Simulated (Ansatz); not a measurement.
La$_{2}$GeI$_{2}$:
```yaml
crystal:
  lattice:
    - [2.19147, 1.26524, 10.51981]
    - [-2.19147, 1.26524, 10.51981]
    - [0.00000, -2.53049, 10.51981]
  atoms:
    - { symbol: La, position: [0.61398, 0.61398, 0.61398] }
    - { symbol: La, position: [0.38602, 0.38602, 0.38602] }
    - { symbol: Ge, position: [0.00000, 0.00000, 0.00000] }
    - { symbol: I, position: [0.78296, 0.78296, 0.78296] }
    - { symbol: I, position: [0.21704, 0.21704, 0.21704] }
```

Relaxed with LDA.

Map the electron localisation function on the plane through (0.614, 0.614, 0.614) spanned by u = [1, 0, 0] and v = [-1, 1, 1] in lattice vectors, from the program Ansatz at the LDA level (PAW).

x is the fraction of u, y of v (the angle between them is 39°; rows are the nearest grid lines); atoms in the plane: La at (0.00, 0.00), La at (0.54, 0.77), Ge at (0.77, 0.39), I at (0.34, 0.17), I at (0.21, 0.60).
```
| .%@#: .:..   .:+#%%@%#=.         :%@#  |
|%=-#@@=.....  .:-:::+*+=:           -%@%|
|@@%%@@#:.... .:+##*-.:::.            -%@|
|.=%@@@%+.......+@@@@%=.                .|
|+=:::--:.  .:...*@@**@@#:          .:=++|
|%@%%%*-..   .:.. -@@  :%@*.         :+#%|
|%%%%%%%*-.  ..:.  =@+  +@@+.        .=#%|
|%%%##**##%#=......  %@%#%@@*.         =%|
|:#@%#+::-*#%#=...:::.:+%@@@%+.         :|
|  =%%#*:#--*#%#-..:-++=::---:.          |
|  .+%%#+:::=*#%*:..-*##*+-:::.          |
|    .+%%%#+++*#%#-..+#%#*****+=-..      |
|       :#%%%###%%#=.:+##*+--=+*##*=:    |
|  ..::.   :*%%%%%#*-.:+##*=.  .=+#%#=.  |
| ..-=++=:  .-*####+-..-*%#+-    =+#%*-. |
|...=*%%%%%#=.  .:::.  .:+#%#+-   :+*%#=.|
|=:.:+%%%###%%%+.        .:+#%#+=--=+*%#=|
|#=:..+%%#*++*#%@#-         .:-+***++*#%#|
|#*-..:*%#*+-:=#%@%=          .:-=+**##%#|
|+*+-...=#%#+:#--#%@#           .:--::-=+|
|..:::...:+%#*+:::+#%+.         :*%@@%#-.|
|@#:  .....:+#%##**##%#:         -%@@%%@@|
|%@%:  ......=*%%####%%+.        .+@@#-=%|
| .%@#: .:..   .:+#%%@%#=.         :%@#  |
```
Scale: ten equal steps from -0.001 (start of ' ') to 0.855 (end of '@'), in the order ' .:-=+*#%@'; x runs from 0.000 to 1.00, y from 0.000 (bottom) to 1.00 (top).

The density is the valence pseudo-density with augmentation charge, so density and ELF within about 1 Å of a nucleus are not all-electron values.

Space group R-3m. The first step of the workflow began from a Materials Project structure, measured or hypothetical; the Crystallography Open Database files this formula in space group No. 166, but the cells were not matched. Its standing as an ambient phase is unchecked. Symmetry was held in the LDA relaxation; whether a distortion lowers the energy is not shown. A crystal of weakly bound layers computed without a dispersion correction: the cell and the soft elastic constants depend strongly on that. Spin–orbit coupling is left out wherever it is not named.

Potentials: the later of the program's two PAW sets.
